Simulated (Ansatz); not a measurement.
The start is a generated trial cell of Al in the dhcp structure type. The cell and all atomic positions are relaxed at zero pressure with r2SCAN (plane waves to 500 eV, PAW, scalar-relativistic; Ansatz, a program for electronic structure). The first steps use a coarse 13×13×4 k-mesh.

Input geometry:
```
CELL_PARAMETERS angstrom
      2.87809     0.00000     0.00000
     -1.43905     2.49250     0.00000
      0.00000     0.00000     9.26029
ATOMIC_POSITIONS crystal
  Al 0.00000 0.00000 0.00000
  Al 0.00000 0.00000 0.50000
  Al 0.33333 0.66667 0.25000
  Al 0.66667 0.33333 0.75000
```

| Quantity | Value |
|---|---|
| Outcome | The space group stays P6₃/mmc (No. 194) (the run could not lower it); the end is AFLOW prototype A_hP4_194_ac (A3', as in La), with 4 atoms in the primitive cell |
| Energy released | 0.01 eV/atom |
| Volume change | -3.9 %, from 16.61 to 15.95 Å³/atom |
| Shortest distances (start → end) | The closest pairs of elements (up to four, under 3.6 Å), start → end: Al–Al 2.85 → 2.82 Å |
| Band gap at the end | no gap (metallic) |
| Optimiser moves | 8 |

Final structure:

Space group P6₃/mmc (No. 194); a = 2.821 Å, b = 2.821 Å, c = 9.258 Å, α = 90.00°, β = 90.00°, γ = 120.00°

```json
[
 {"atom": "Al", "site": "2a", "symmetry": "-3m.", "x": "0.0000", "y": "0.0000", "z": "0.0000"},
 {"atom": "Al", "site": "2c", "symmetry": "-6m2", "x": "0.3333", "y": "0.6667", "z": "0.2500"}
]
```

Final values are on a 19×19×5 k-mesh of the relaxed cell. No spin polarisation in the result.

The run could not lose the symmetry of its start; a randomly shaken copy of 8 atoms returns to this structure.

All atoms sit on sites fixed by symmetry, so only the cell could relax.

The relaxed structure here is a generated cell of Al: the first start was made by placing the elements on the sites of a structure type, and the end was not matched to a known phase here, so it may be hypothetical. Known forms of Al include space group No. 225.
